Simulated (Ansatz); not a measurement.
Sc3TlB (anti-perovskite)

```yaml
crystal:
  lattice:
    - [4.63267, 0.00000, 0.00000]
    - [0.00000, 4.63267, 0.00000]
    - [0.00000, 0.00000, 4.63267]
  atoms:
    - { symbol: Sc, position: [0.00000, 0.50000, 0.50000] }
    - { symbol: Sc, position: [0.50000, 0.00000, 0.50000] }
    - { symbol: Sc, position: [0.50000, 0.50000, 0.00000] }
    - { symbol: Tl, position: [0.00000, 0.00000, 0.00000] }
    - { symbol: B, position: [0.50000, 0.50000, 0.50000] }
```

Two coordinates are scanned: the volume, and the ratio of the stretch along z (the conventional c axis) to the stretch across it. Atoms keep their fractional coordinates.

Calculation: PBEsol (plane waves to 420 eV, PAW, scalar-relativistic; Ansatz, a program for electronic structure). k mesh 10×10×10 (Γ-centred), Fermi-Dirac smearing 0.05 eV. Energies are smeared free energies. Compression counts positive. With partly filled bands, the response to shear is sensitive to the k mesh, so small differences along c/a are uncertain. Sc3TlB is run without spin polarisation. Sc3TlB was relaxed with its symmetry unable to fall. Spin-orbit coupling is left out, though Tl is heavy. The zero of ΔE is the relaxed starting cell.

ΔE (eV/atom), with V/V₀ across and (c/a)/(c/a)₀ down:

```
(c/a)/(c/a)₀ \ V/V₀  0.960  0.980  1.000  1.020  1.040
-------------------  -----  -----  -----  -----  -----
0.960                0.017  0.011  0.009  0.011  0.016
0.980                0.011  0.004  0.002  0.004  0.010
1.000                0.009  0.002  0.000  0.002  0.008
1.020                0.011  0.004  0.002  0.004  0.010
1.040                0.018  0.011  0.009  0.011  0.016
```

σzz − σxx (GPa), with V/V₀ across and (c/a)/(c/a)₀ down:

| (c/a)/(c/a)₀ \ V/V₀ | 0.960 | 0.980 | 1.000 | 1.020 | 1.040 |
|---|---|---|---|---|---|
| 0.960 | 5.2 | 5.1 | 5.0 | 4.8 | 4.7 |
| 0.980 | 2.7 | 2.6 | 2.6 | 2.5 | 2.5 |
| 1.000 | 0.0 | 0.0 | 0.0 | 0.0 | 0.0 |
| 1.020 | -3.0 | -2.9 | -2.8 | -2.7 | -2.5 |
| 1.040 | -6.0 | -5.8 | -5.6 | -5.3 | -5.1 |

Derived quantities:

```
Property                                                                                         Result
-----------------------------------------------------  ------------------------------------------------
Shear modulus C′ = (C11 − C12)/2 (fit, atoms clamped)                                            68 GPa
Lowest place on the grid                                V/V₀ = 1.000, (c/a)/(c/a)₀ = 1.000 (0 meV/atom)
Highest place on the grid                              V/V₀ = 0.960, (c/a)/(c/a)₀ = 1.040 (18 meV/atom)
```

(A scan under strain: stresses follow from slopes of the energy per volume, elastic moduli from its curvatures.)
